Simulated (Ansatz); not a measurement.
Al2Au:
```cif
data_Al8Au4
_chemical_formula_sum 'Al8 Au4'
_space_group_name_H-M_alt 'Fm-3m'
_space_group_IT_number 225
_space_group_name_Hall '-F 4 2 3'
_cell_length_a 6.00994
_cell_length_b 6.00994
_cell_length_c 6.00994
_cell_angle_alpha 90.000
_cell_angle_beta 90.000
_cell_angle_gamma 90.000
loop_
_atom_site_label
_atom_site_type_symbol
_atom_site_symmetry_multiplicity
_atom_site_Wyckoff_symbol
_atom_site_fract_x
_atom_site_fract_y
_atom_site_fract_z
_atom_site_occupancy
Al1 Al 8 c 0.25000 0.25000 0.25000 1
Au1 Au 4 a 0.00000 0.00000 0.00000 1
```
(The calculation used a cell of 3 atoms; values per cell refer to that cell.)

Relaxed with r²SCAN.

Tabulate the valence density and the electron localisation function along the shortest Al–Al contact (3.00 Å), DFT-r²SCAN in the program Ansatz with PAW potentials.



```
distance from Al (Å)  density (e/Å³)   ELF
--------------------  --------------  ----
0.30                            0.06  0.03
0.45                            0.08  0.03
0.60                            0.12  0.11
0.75                            0.17  0.31
0.90                            0.20  0.48
1.05                            0.20  0.56
1.20                            0.20  0.57
1.35                            0.19  0.56
1.50                            0.18  0.55
1.65                            0.19  0.56
1.80                            0.20  0.57
1.95                            0.20  0.56
2.10                            0.20  0.48
2.25                            0.17  0.31
2.40                            0.12  0.11
2.55                            0.08  0.03
2.70                            0.06  0.03
```

The density is the valence pseudo-density with augmentation charge, so density and ELF within about 1 Å of a nucleus are not all-electron values.

The r²SCAN relaxation kept the symmetry of its start. Spin–orbit coupling is left out wherever it is not named.

Potentials: the earlier of the program's two PAW sets.
